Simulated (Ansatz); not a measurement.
Relaxed Se (trigonal-Se type, space group P3_121):

```
CELL_PARAMETERS angstrom
      4.03942     0.00000     0.00000
     -2.01971     3.49824     0.00000
      0.00000     0.00000     5.12067
ATOMIC_POSITIONS crystal
  Se 0.24866 0.24866 0.50000
  Se 0.75134 0.00000 0.83333
  Se 0.00000 0.75134 0.16667
```

Scan: atom 3 (Se, nearest neighbour Se at 2.437 Å; its periodic images, 4.0 Å or more away, move with it) is displaced along Cartesian [111], direction (0.577, 0.577, 0.577) in Cartesian axes, by s. The other atoms stay.

Computed with PBEsol (plane waves to 420 eV, PAW, scalar-relativistic; Ansatz, a quantum-chemistry and plane-wave program). k mesh 8×8×5 (Γ-centred), Fermi-Dirac smearing 0.05 eV. E stands for the smeared free energy. As the smearing reaches across the gap at some points, energies and forces of such displacements shift with the k mesh and the smearing. Se was relaxed with its symmetry unable to fall. The zero of ΔE is the undisplaced structure.

Successive frames, forces in eV/Å:

```csv
frame,ΔE (meV/cell),F on Se1,F on Se2,F on Se3
s = -0.098 Å,26,"(-0.102, -0.154, -0.206)","(-0.148, -0.035, -0.253)","(0.249, 0.189, 0.459)"
s = 0.000 Å,0,"(0.000, 0.000, 0.000)","(-0.001, 0.000, 0.000)","(0.000, 0.000, 0.000)"
s = 0.098 Å,29,"(0.086, 0.266, 0.323)","(0.111, 0.068, 0.205)","(-0.196, -0.335, -0.528)"
s = 0.196 Å,124,"(0.134, 0.682, 0.798)","(0.191, 0.158, 0.363)","(-0.325, -0.840, -1.161)"
```

Task: What are the energy and the forces in the next frame, s = 0.294 Å?

Result: ΔE (meV/cell) = 297.

```tsv
atom	Fx	Fy	Fz
Se1	0.115	1.296	1.473
Se2	0.243	0.259	0.471
Se3	-0.358	-1.555	-1.945
```

(A displaced cell: forces are minus the slopes of the energy, force constants its curvatures, and phonons follow from these.)
